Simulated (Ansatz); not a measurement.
TaAs:
```yaml
crystal:
  lattice:
    - [1.70604, -7.29911, 0.00000]
    - [1.70604, 7.29911, 0.00000]
    - [0.00000, 0.00000, 3.41024]
  atoms:
    - { symbol: As, position: [0.61430, 0.38570, 0.75000] }
    - { symbol: As, position: [0.38570, 0.61430, 0.25000] }
    - { symbol: Ta, position: [0.80681, 0.19319, 0.75000] }
    - { symbol: Ta, position: [0.19319, 0.80681, 0.25000] }
```

Relaxed with PBE. Special points in fractions of this cell's reciprocal vectors: Γ (0.000, 0.000, 0.000); Y (-0.500, 0.500, 0.000); C0 (-0.264, 0.736, 0.000); Σ0 (0.264, 0.264, 0.000); Z (0.000, 0.000, 0.500); A0 (0.264, 0.264, 0.500); E0 (-0.264, 0.736, 0.500); T (-0.500, 0.500, 0.500); S (0.000, 0.500, 0.000); R (0.000, 0.500, 0.500).

Task: List the band energies nearest the Fermi level at these points for PBE in the plane-wave PAW code Ansatz.

Result: In eV from the Fermi level; about four levels below and three above (degenerate sets whole), none deeper than 8.9 eV; points with the same levels are listed once.

| k | below | above |
|---|---|---|
| Γ | -1.37 -1.20 -1.08 -0.74 | 0.01 0.88 0.99 |
| Y | -1.39 -1.20 -1.07 -0.74 | 0.01 0.89 1.01 |
| C0 | -2.76 -2.20 -1.98 -1.03 | 0.59 1.20 1.48 |
| Z | -2.86 -2.86 -1.25 -1.25 | 0.78 0.78 1.43 1.43 |
| A0 | -3.19 -3.19 -2.11 -2.11 | 1.25 1.25 2.82 2.82 |
| T | -2.68 -2.68 -1.67 -1.67 | 1.22 1.22 1.36 1.36 |
| S | -2.84 -2.31 -1.76 -1.29 | 0.71 1.35 1.37 |
| R | -3.22 -3.22 -2.10 -2.10 | 1.20 1.20 2.82 2.82 |

Space group Cmcm. A made-up cell: these elements were put on the sites of a structure type; neither database checked (COD, Materials Project) lists it. It is not the phase usual at ambient conditions (space group No. 109). The PBE relaxation kept the symmetry of its start; whether a distortion lowers the energy is not shown. The run is not spin-polarised. Scalar-relativistic: spin–orbit coupling is off unless named, which matters more the heavier the elements.

Potentials: the later of the program's two PAW sets.
